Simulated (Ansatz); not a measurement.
The following input was run with Ansatz 0.2.0.

```yaml
crystal:
  lattice:
    - [3.22085, -5.7226, 0.0]
    - [3.22085, 5.7226, 0.0]
    - [0.0, 0.0, 6.3886]
  atoms:
    - { symbol: Sn, position: [0.95792, 0.70454, 0.8301] }
    - { symbol: Sn, position: [0.04208, 0.29546, 0.8301] }
    - { symbol: Sn, position: [0.70454, 0.95792, 0.1699] }
    - { symbol: Sn, position: [0.29546, 0.04208, 0.1699] }
    - { symbol: Sn, position: [0.54208, 0.79546, 0.6699] }
    - { symbol: Sn, position: [0.45792, 0.20454, 0.6699] }
    - { symbol: Sn, position: [0.79546, 0.54208, 0.3301] }
    - { symbol: Sn, position: [0.20454, 0.45792, 0.3301] }
    - { symbol: Pd, position: [0.5, 0.5, 0.0] }
    - { symbol: Pd, position: [0.0, 0.0, 0.5] }
basis:
  ecutwfc: 420
kpoints:
  mp_grid: { grid: [6, 6, 6] }
hamiltonian:
  xc: pbesol
scf:
  occupations: { method: gaussian, width: 0.1 }
output:
  forces: true
  stress: true
  eigenvalues: true
relax:
  adjacent_minimum: "off"
  f_tol: 0.01
  max_steps: 40
```

Run as
```bash
ansatz run input.yaml --threads 2 --pin off --max-ram 5120MiB --backend cpu --events-out ev --progress --plain --runs-dir out
```

These are results of DFT PBEsol, scalar-relativistic, plane waves, PAW (Ansatz), not measurements.

From the run's log, abridged:

```
Warning: output.stress: scf.convergence.dr2_threshold = 1e-7 eV (the SCF's general default) is looser than the 1e-9 eV advised for a printed stress (1e-10 eV for each atom of the cell: 10). ...
Pseudopotentials: kind: paw
Pseudopotential: Sn, paw, valence charge 14, recommended cutoff 420 eV (normal)
Pseudopotential: Pd, paw, valence charge 18, recommended cutoff 420 eV (normal)
Functional definition: PBEsol
Crystal: 10 atoms, lattice volume = 235.505 Å³
Basis set: ecut = 420 eV, 4601 PW (Γ), exchange–correlation on 90×90×90 points (8 copies of the dense FFT grid, shifted against one another)
Bands: 89, of which v1, the nominal top of the filled ones, is band 74 counted from 1 (73 counted from 0)
Symmetry: 8 space group operations
Space group: Ccce (ITA 68), of the structure as read, at distance tolerance 6.2e-5 Å
k-points: 52 of 216
Initial density: superposition of atomic densities (neutral atoms: chi_scale 0, normalization atom), corrected by the library's trained network
Initial wavefunctions: pseudopotential atomic-orbital guess
Functional: x = pbesol(κ = 0.804, μ = 0.12345679), c = pbesol(β = 0.046)
SCF iter   1: F=—  HF=-61414.337264 eV  |F-HF|=—  |Δ(HF+E_count)|=         —  Δρ=5.74e-3  dr2=7.75e-2  ethr=1.77e-3  ⟨swp⟩=6.3  Hψ=18401  notcnv=0  defer=56
SCF iter   2: F=—  HF=-61414.321958 eV  |F-HF|=—  |Δ(HF+E_count)|=   1.53e-2  Δρ=2.26e-3  dr2=1.20e-2  ethr=5.24e-5  ⟨swp⟩=2.8  Hψ=9256  notcnv=0  defer=75
SCF iter   3: F=—  HF=-61414.319571 eV  |F-HF|=—  |Δ(HF+E_count)|=   2.39e-3  Δρ=5.78e-4  dr2=8.08e-4  ethr=8.10e-6  ⟨swp⟩=3.0  Hψ=8302  notcnv=0  defer=75
SCF iter   4: F=—  HF=-61414.319359 eV  |F-HF|=—  |Δ(HF+E_count)|=   2.12e-4  Δρ=1.02e-4  dr2=2.33e-5  ethr=5.46e-7  ⟨swp⟩=2.0  Hψ=5491  notcnv=0  defer=75
SCF iter   5: F=—  HF=-61414.319359 eV  |F-HF|=—  |Δ(HF+E_count)|=   1.41e-7  Δρ=3.56e-5  dr2=2.80e-6  ethr=1.58e-8  ⟨swp⟩=2.6  Hψ=7732  notcnv=0  defer=75
SCF iter   6: F=-61414.319359 eV  HF=-61414.319359 eV  |F-HF|=8.47e-8  |Δ(HF+E_count)|=   2.19e-7  Δρ=8.46e-6  dr2=2.99e-7  ethr=1.69e-9  ⟨swp⟩=9.7  Hψ=20442  notcnv=0
SCF 1 converged in 6 iterations: F = -61414.319359 eV  dr2 = 2.99e-7
relax step   1: F+E_penalty+E_count = -61414.31935892 eV  Δ(F+E_penalty+E_count) = +0.000e0 eV  max|allowed force component| = 7.160e-2 eV/Å  Δτ_max = 0.0000 Å  (6 SCF iters, dr2 threshold 2.50e-6 eV, accepted)
Initial density: handed on by an earlier stage of this run
Initial wavefunctions: those handed on with the density
SCF iter   1: F=—  HF=-61414.319158 eV  |F-HF|=—  |Δ(HF+E_count)|=         —  Δρ=9.51e-4  dr2=2.29e-3  ethr=1.49e-6  ⟨swp⟩=2.1  Hψ=13340  notcnv=0  defer=403
SCF iter   2: F=—  HF=-61414.318823 eV  |F-HF|=—  |Δ(HF+E_count)|=   3.35e-4  Δρ=5.15e-4  dr2=9.35e-4  ethr=1.49e-6  ⟨swp⟩=1.1  Hψ=4553  notcnv=0  defer=403
SCF iter   3: F=—  HF=-61414.318669 eV  |F-HF|=—  |Δ(HF+E_count)|=   1.54e-4  Δρ=1.08e-4  dr2=1.01e-4  ethr=6.31e-7  ⟨swp⟩=2.0  Hψ=5347  notcnv=0  defer=403
SCF iter   4: F=—  HF=-61414.318560 eV  |F-HF|=—  |Δ(HF+E_count)|=   1.09e-4  Δρ=3.77e-5  dr2=6.54e-6  ethr=6.85e-8  ⟨swp⟩=2.0  Hψ=5436  notcnv=0  defer=403
SCF iter   5: F=—  HF=-61414.318559 eV  |F-HF|=—  |Δ(HF+E_count)|=   1.19e-6  Δρ=1.07e-5  dr2=5.10e-7  ethr=4.42e-9  ⟨swp⟩=2.0  Hψ=5481  notcnv=0  defer=403
SCF iter   6: F=-61414.318558 eV  HF=-61414.318558 eV  |F-HF|=8.88e-10  |Δ(HF+E_count)|=   1.05e-8  Δρ=2.19e-6  dr2=1.74e-8  ethr=2.17e-10  ⟨swp⟩=10.9  Hψ=18575  notcnv=0
SCF 2 converged in 6 iterations: F = -61414.318558 eV  dr2 = 1.74e-8
relax step   2: F+E_penalty+E_count = -61414.31855849 eV  Δ(F+E_penalty+E_count) = +8.004e-4 eV  max|allowed force component| = 8.344e-2 eV/Å  Δτ_max = 0.0186 Å  (6 SCF iters, dr2 threshold 3.20e-7 eV, rejected (line search))
SCF iter   1: F=—  HF=-61414.322075 eV  |F-HF|=—  |Δ(HF+E_count)|=         —  Δρ=5.09e-4  dr2=6.48e-4  ethr=4.49e-6  ⟨swp⟩=3.0  Hψ=10395  notcnv=0  defer=397
SCF iter   2: F=—  HF=-61414.321970 eV  |F-HF|=—  |Δ(HF+E_count)|=   1.05e-4  Δρ=2.74e-4  dr2=2.56e-4  ethr=4.38e-7  ⟨swp⟩=1.4  Hψ=6129  notcnv=0  defer=397
SCF iter   3: F=—  HF=-61414.321929 eV  |F-HF|=—  |Δ(HF+E_count)|=   4.09e-5  Δρ=5.89e-5  dr2=3.08e-5  ethr=1.73e-7  ⟨swp⟩=2.1  Hψ=5447  notcnv=0  defer=397
SCF iter   4: F=—  HF=-61414.321834 eV  |F-HF|=—  |Δ(HF+E_count)|=   9.53e-5  Δρ=2.11e-5  dr2=2.04e-6  ethr=2.08e-8  ⟨swp⟩=2.0  Hψ=5425  notcnv=0  defer=397
SCF iter   5: F=—  HF=-61414.321833 eV  |F-HF|=—  |Δ(HF+E_count)|=   3.89e-7  Δρ=6.11e-6  dr2=1.44e-7  ethr=1.38e-9  ⟨swp⟩=2.0  Hψ=5520  notcnv=0  defer=397
SCF iter   6: F=-61414.321833 eV  HF=-61414.321833 eV  |F-HF|=1.15e-8  |Δ(HF+E_count)|=   2.50e-9  Δρ=2.47e-6  dr2=1.75e-8  ethr=6.76e-11  ⟨swp⟩=10.6  Hψ=17990  notcnv=0
SCF 3 converged in 6 iterations: F = -61414.321833 eV  dr2 = 1.75e-8
relax step   3: F+E_penalty+E_count = -61414.32183345 eV  Δ(F+E_penalty+E_count) = -2.475e-3 eV  max|allowed force component| = 1.413e-3 eV/Å  Δτ_max = 0.0086 Å  (6 SCF iters, accepted)
SCF converged after 6 iterations
Free energy (F): -61414.321833 eV
Harris-Foulkes:  -61414.321833 eV  (|F-HF|=1.15e-8)
Internal energy: -61414.304589 eV  (E = F + TS)
E sigma→0 (E₀):  -61414.313211 eV
Entropy (-TS):   -0.017244 eV (-1.724 meV/atom)
Fermi energy:    12.535623 eV
--- Per-component energies (eV) ---
  E_band       = -1029.933258
  E_kinetic    = 2529.818698
  E_local      = -11937.287068  (includes V_loc(G=0)·N_el)
  E_nonlocal   = 193.079610
  E_hartree    = 6442.876269
  E_xc         = -3374.146326
  E_vxc        = -1204.006887  (∫ρ·V_xc dr)
  E_paw        = -39890.747727  (= ΣΔE_a)
  E_vpaw       = -3497.304901  (= ΣTr[D̂ρ^β])
  E_aug_tail   = 0.000394  (compensation charges beyond the density's cutoff)
  E_ewald      = -15380.782204
  E_core_change = 2.883766  (= ΣΔE_core)
  E_smearing   = -0.017244  (= −TS)
--- Forces (eV/Å), atoms counted from 1 ---
  atom   1  Sn     0.00141265     0.00113073     0.00043368
  atom   2  Sn    -0.00141265    -0.00113073     0.00043368
  atom   3  Sn     0.00141265    -0.00113073    -0.00043368
  atom   4  Sn    -0.00141265     0.00113073    -0.00043368
  atom   5  Sn    -0.00141265    -0.00113073    -0.00043368
  atom   6  Sn     0.00141265     0.00113073    -0.00043368
  atom   7  Sn    -0.00141265     0.00113073     0.00043368
  atom   8  Sn     0.00141265    -0.00113073     0.00043368
  atom   9  Pd     0.00000000     0.00000000     0.00000000
  atom  10  Pd     0.00000000     0.00000000     0.00000000
--- Stress (GPa, compression-positive) ---
        0.026829       0.000000       0.000000
        0.000000      -0.052656       0.000000
        0.000000       0.000000       0.131485
  P = ⅓ Tr σ = 0.0352 GPa (0.352 kbar)
--- Band table (eV; the first three rows and the last of 52) ---
  k-point 0: bands = ["-72.4863", "-72.4862", "-38.2821", "-38.2818", "-38.2816", "-38.2813", "-38.1801", "-38.1799", "-8.9817", "-8.9779", "-8.9585", "-8.9317", "-8.9163", "-8.9154", "-8.9144", "-8.9024", "-8.8981", "-8.8888", "-8.8811", "-8.8786", "-8.8583", "-8.8488", "-8.8481", "-8.8378", "-8.8341", "-8.8334", "-8.8277", "-8.8197", "-8.8106", "-8.8092", "-8.7956", "-8.7928", "-8.7794", "-8.7780", "-8.7654", "-8.7516", "-8.7502", "-8.7476", "-8.7440", "-8.7425", "-8.7399", "-8.7392", "-8.7203", "-8.7140", "-8.7065", "-8.6924", "-8.6786", "-8.6652", "1.2806", "4.5294", "5.0499", "5.2531", "5.3229", "5.5236", "6.2743", "6.9443", "7.0974", "7.7143", "7.7157", "8.2893", "8.2972", "8.8561", "8 ...
  k-point 1: bands = ["-72.4863", "-72.4862", "-38.2821", "-38.2818", "-38.2816", "-38.2813", "-38.1801", "-38.1800", "-8.9819", "-8.9784", "-8.9549", "-8.9318", "-8.9260", "-8.9191", "-8.9106", "-8.9071", "-8.8998", "-8.8912", "-8.8834", "-8.8647", "-8.8623", "-8.8478", "-8.8440", "-8.8391", "-8.8307", "-8.8301", "-8.8250", "-8.8194", "-8.8139", "-8.8082", "-8.7985", "-8.7886", "-8.7789", "-8.7751", "-8.7666", "-8.7649", "-8.7597", "-8.7502", "-8.7462", "-8.7371", "-8.7353", "-8.7282", "-8.7217", "-8.7111", "-8.7078", "-8.6910", "-8.6777", "-8.6674", "1.3881", "3.8154", "5.3039", "5.4046", "5.5903", "5.6224", "6.1748", "6.7579", "7.2023", "7.8007", "7.9743", "8.2209", "8.3342", "8.7471", "8 ...
  k-point 2: bands = ["-72.4863", "-72.4862", "-38.2820", "-38.2819", "-38.2816", "-38.2814", "-38.1801", "-38.1800", "-8.9823", "-8.9799", "-8.9445", "-8.9351", "-8.9338", "-8.9243", "-8.9147", "-8.9114", "-8.9061", "-8.8942", "-8.8800", "-8.8642", "-8.8488", "-8.8483", "-8.8425", "-8.8416", "-8.8250", "-8.8241", "-8.8206", "-8.8171", "-8.8161", "-8.8051", "-8.8043", "-8.7846", "-8.7810", "-8.7790", "-8.7714", "-8.7710", "-8.7618", "-8.7515", "-8.7510", "-8.7307", "-8.7279", "-8.7206", "-8.7206", "-8.7108", "-8.7086", "-8.6942", "-8.6752", "-8.6699", "1.7088", "2.9544", "5.4508", "5.6353", "5.7827", "5.9398", "6.0339", "6.4220", "7.5066", "7.5141", "8.3036", "8.4710", "8.4713", "8.5279", "8 ...
  k-point 51: bands = ["-72.4863", "-72.4863", "-38.2820", "-38.2820", "-38.2815", "-38.2815", "-38.1800", "-38.1800", "-8.9686", "-8.9686", "-8.9441", "-8.9441", "-8.9052", "-8.9052", "-8.8915", "-8.8915", "-8.8864", "-8.8864", "-8.8637", "-8.8637", "-8.8634", "-8.8634", "-8.8471", "-8.8471", "-8.8288", "-8.8288", "-8.8277", "-8.8277", "-8.8039", "-8.8039", "-8.8015", "-8.8015", "-8.7916", "-8.7916", "-8.7615", "-8.7615", "-8.7577", "-8.7577", "-8.7421", "-8.7421", "-8.7380", "-8.7380", "-8.7135", "-8.7135", "-8.7084", "-8.7084", "-8.6930", "-8.6930", "3.1865", "3.1865", "3.5937", "3.5937", "5.1368", "5.1368", "6.6074", "6.6074", "7.9022", "7.9022", "8.5982", "8.5982", "8.7913", "8.7913", " ...
--- Relaxed structure (3 steps of the walk, 2 accepted, 0 SCFs on fresh bases) ---
  F+E_penalty+E_count = -61414.32183345 eV   max|allowed force component| = 1.413e-3 eV/Å
  atoms:
    - { symbol: Sn, position: [0.95738107, 0.70548340, 0.83022547] }
    - { symbol: Sn, position: [0.04261892, 0.29451659, 0.83022547] }
    - { symbol: Sn, position: [0.70548340, 0.95738107, 0.16977452] }
    - { symbol: Sn, position: [0.29451659, 0.04261892, 0.16977452] }
    - { symbol: Sn, position: [0.54261892, 0.79451659, 0.66977452] }
    - { symbol: Sn, position: [0.45738107, 0.20548340, 0.66977452] }
    - { symbol: Sn, position: [0.79451659, 0.54261892, 0.33022547] }
    - { symbol: Sn, position: [0.20548340, 0.45738107, 0.33022547] }
    - { symbol: Pd, position: [0.5, 0.5, 0.0] }
    - { symbol: Pd, position: [0.0, 0.0, 0.5] }
```

The relaxation met its thresholds.

It took 87 s on 2 threads of Arm Neoverse V2 (shared host), peak memory 1.1 GiB.